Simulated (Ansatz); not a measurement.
System: MnF₂, 6 atoms in the cell.

Method: PBE, all-electron LAPW, point nucleus in Ansatz.

k-mesh 4×4×6 Γ-centred; Fermi–Dirac smearing of 0.05 eV; starting moments Mn1 5, Mn2 -5 μB.

```
CELL_PARAMETERS angstrom
4.87300 0.00000 0.00000
0.00000 4.87300 0.00000
0.00000 0.00000 3.31000
ATOMIC_POSITIONS crystal
Mn 0.00000 0.00000 0.00000
Mn 0.50000 0.50000 0.50000
F 0.30500 0.30500 0.00000
F 0.69500 0.69500 0.00000
F 0.80500 0.19500 0.50000
F 0.19500 0.80500 0.50000
```

(1) Would the cell expand or shrink if it were free to relax?

Results:

(1) The pressure is 2.71 GPa, so at these settings the cell is compressed and would expand.

One magnetic order was tried; another may lie lower.
